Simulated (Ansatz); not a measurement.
A relaxed 1×1 slab of 5 planes, cut along (0001) from a hcp crystal of one element, has a cell area of 6.27 Å² and a bulk spacing of 2.125 Å between its first planes. All-electron LAPW in Ansatz 0.2.0 (PBEsol, scalar-relativistic, no spin polarisation) gives γ = 3.06 J/m², Φ = 5.10 eV and a change of the outer spacing of -3.6 %. The hcp structure needn't be the element's own.

Question: Which element is it?

Answer: Ru. Neighbours weren't tried against these numbers.
